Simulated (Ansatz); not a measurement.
## Is this Cd5Se2S3 structure a true minimum?

It was reached by relaxing an invented guess, and it needn't be the stable form of this composition.

Method: Ansatz, DFT PBE, scalar-relativistic, plane waves, PAW. Settings: cutoff 420 eV, Γ-centred mesh 10×10×10 on the computed 10-atom cell, Gaussian smearing of 0.02 eV; no spin polarisation.

The cell below (10 atoms, space group I-4m2 (No. 119)) is relaxed within its symmetry.

```
Cd Se S
1.0
    -2.13380    2.13380   15.07302
     2.13380   -2.13380   15.07302
     2.13380    2.13380  -15.07302
Cd Se S
5 2 3
Direct
  0.59596 0.59596 0.00000
  0.20187 0.20187 0.00000
  0.79813 0.79813 0.00000
  0.40404 0.40404 0.00000
  0.00000 0.00000 0.00000
  0.85108 0.35108 0.50000
  0.64892 0.14892 0.50000
  0.25000 0.75000 0.50000
  0.45209 0.95209 0.50000
  0.04791 0.54791 0.50000
```

For the test it was strained at random (σ = 1.5 % a component), the atoms were moved at random (σ = 0.10 Å), and all was relaxed again on a coarse 4×4×4 mesh (in the run’s order of axes) with 0.10 eV smearing, with no symmetry imposed.

Q: Does it come back?

A: It returns, within 1 meV/atom of the unmoved cell on that mesh and with the same symmetry when read at 0.1 Å. No instability shows in this cell; modes of other wave vectors, which need another repeat, aren't tested.
